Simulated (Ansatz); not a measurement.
SnO (CsCl type, Pm-3m) at seven volumes, DFT-PBE in the program Ansatz with PAW potentials, scaled uniformly. One row is withheld.

```tsv
V (Å³/atom)	P (GPa)
13.977	11.69
14.438	7.14
14.899	?
15.360	0.03
15.820	-2.72
16.281	-5.04
16.742	-7.00
```

Fit the shown pressures and predict the withheld one.

P = (3/2)B₀(x^(7/2) − x^(5/2))[1 + (3/4)(B′ − 4)(x − 1)] with x = (V₀/V)^(2/3). Least squares on the six rows gives V₀ = 15.365 Å³/atom, B₀ = 99.3 GPa, B′ = 4.60. At V = 14.899, x = 1.0207 and P = 3.28 GPa. The run itself gave 3.28 GPa.

A made-up cell: these elements were put on the sites of a structure type; neither database checked (COD, Materials Project) lists it. It is not the phase usual at ambient conditions (space group No. 129). Symmetry was held in the PBE relaxation; its stability against distortions is not shown here. Scalar-relativistic: spin–orbit coupling is off unless named, which matters more the heavier the elements.

Potentials: the later of the program's two PAW sets.
